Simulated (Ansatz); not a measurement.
**Fermi surface of Tl (P6_3/mmc)**

```
Tl
1.0
     3.47596    0.00000    0.00000
    -1.73798    3.01027    0.00000
     0.00000    0.00000    5.48822
Tl
2
Direct
  0.33333 0.66667 0.25000
  0.66667 0.33333 0.75000
```

Computed, not measured; unless marked otherwise by PBEsol, all-electron LAPW in Ansatz 0.2.0, scalar-relativistic. k mesh 12×12×6, fine mesh 20×20×12, Fermi-Dirac smearing of 0.100 eV, basis error target 1 meV/atom. The cell was relaxed by PAW under this functional.

Levels and slopes are solved on a 20×20×12 mesh, and each state is taken as quadratic over its cell.

What is the density of states at the Fermi level, and which bare Sommerfeld coefficient follows?

N(E_F) = 0.412 states/eV/atom (both spins), so γ = (π²/3) k_B² N(E_F) = 0.972 mJ/(mol-atom K²) without electron-phonon or spin-fluctuation enhancement.

What Drude plasma energy and σ/τ do the band velocities give?

(ħω_p,α)² = (e²/ε₀VN_k) Σ_nkσ (∂E/∂k_α)² δ(E − E_F) gives ħω_p = (7.50, 7.50, 8.54) eV along x, y, z, and σ/τ = ε₀ω_p² = 11.5×10²⁰ Ω⁻¹m⁻¹s⁻¹ along x. Weighted by the density of states, the mean Fermi speed is 1.24×10⁶ m/s; the surface has an area of 14.5 Å⁻² for each spin direction.

Which bands cross the Fermi level, and what do they carry?

| band | filled part | N (states/eV/cell) | speed (10⁶ m/s) | 5th to 95th percentile | area (Å⁻²) | filling |
| --- | --- | --- | --- | --- | --- | --- |
| 1 | 0.76 | 0.351 | 1.29 | 0.71 to 1.83 | 6.46 | partly filled |
| 2 | 0.23 | 0.433 | 1.22 | 0.78 to 1.75 | 7.49 | partly filled |
| 3 | 0.01 | 0.0412 | 0.979 | 0.81 to 1.17 | 0.574 | nearly empty |

Map the plane k₃ = 0 of the mesh: how many bands lie under the Fermi level at each point, counted from the least on the plane?

k₁ runs to the right and k₂ upwards, each from −½ to ½ with 0 in the middle (the axes needn't be at right angles):
```
11111001111111111111
11112111211111111111
11121111112111111111
11211111111121111111
10111111111111011111
10111111111111101111
11111111111111111111
11211111111111112111
11111111111111111111
11121111111111111211
11111111111111111111
11112111111111111121
11111111111111111111
11111011111111111110
11111101111111111110
11111111211111111121
11111111112111111211
11111111111121112111
11111111111111001111
11111111111111111111
```

On PAW files the program sums the optical response inside the mesh cells, interband lines and its own Drude term. Where does ε₁ rise through zero (a sharp plasmon if ε₂ is small there), and how much light is reflected?

```
Fine mesh                         : 20, 20, 12
Window top                        : 30 eV
Line width                        : 0.2 eV
Drude damping                     : 0.03 eV
ε₁ rises through zero at x        : 9.74 eV
ε₂ there x                        : 0.4
ε₁ rises through zero at z        : 9.58 eV
ε₂ there z                        : 0.4
Plasma energy (x, y, z)           : 7.392, 7.392, 8.752 eV
Reflectivity at 1 eV, x-polarised : 0.7771
Reflectivity at 2 eV, x-polarised : 0.7995
Reflectivity at 3 eV, x-polarised : 0.8256
```

The plasma energy here is the program's own sum at the run's smearing; it differs from the value above by up to 3 %, through mesh and smearing.

What does PAW give for the same cell?

N(E_F) = 0.412 states/eV/atom and ħω_p,x = 7.50 eV.

Limits of these numbers: no spin-orbit coupling on heavy atoms; these sums move with the mesh, by several per cent and more for small sheets; frozen-core PAW files fitted under PBE, their cores solved anew for the functional of the run.
